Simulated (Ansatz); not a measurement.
## What DFT gives for Zr₂Al₃C

```
C Zr Al
1.0
     3.42261    0.00000    0.00000
     0.00000    3.42261    0.00000
     0.00000    0.00000    7.55426
C Zr Al
1 2 3
Direct
  0.00000 0.00000 0.00000
  0.00000 0.50000 0.73650
  0.50000 0.00000 0.26350
  0.50000 0.50000 0.00000
  0.00000 0.50000 0.38350
  0.50000 0.00000 0.61650
```

Level: r2SCAN, no spin polarisation; 500 eV; 10×10×5 Γ-centred mesh; gaussian occupations (width 0.1076 eV); Ansatz 0.2.0, fixed geometry.

(1) Where is the largest force?

(2) Give the Bader charges.

(3) What does the stress say?

(4) What is the formation energy?

(5) Metal or insulator?

Origin: a known structure type with other elements, at an estimated volume, so it need not be a known compound. Caveats: many states at the Fermi level without spin polarisation, so a magnetic state may lie lower; atoms or cell far from equilibrium.

## Answers

(1) The largest is on Zr2 (and as large on other atoms): 1.01 eV/Å, components (0.00, 0.00, 1.01). It makes 111° with the line to a nearest neighbour, Al6 at 2.58 Å.

(2) Bader charges in e: Zr +0.47, Al -0.08 to +1.15, C -1.94. In the mean Zr gives up most and C takes most.

(3) The pressure is 21.4 GPa (compression positive), so with the atoms held at these fractions the cell would first expand; the forces are large, so a full relaxation may end otherwise. The principal stresses 20.7, 21.7, 21.7 GPa differ, so its shape would change too.

(4) 0.79 eV an atom against the elements' usual phases (free molecules for gases, crystals otherwise, with no correction for O₂ or N₂), so at this geometry it isn't bound against them. Relaxing would lower it.

(5) It is a metal, with about 5.3 states/eV a cell as the mean within 0.25 eV of the Fermi level, mostly Zr d (58 %) and Al p (29 %).
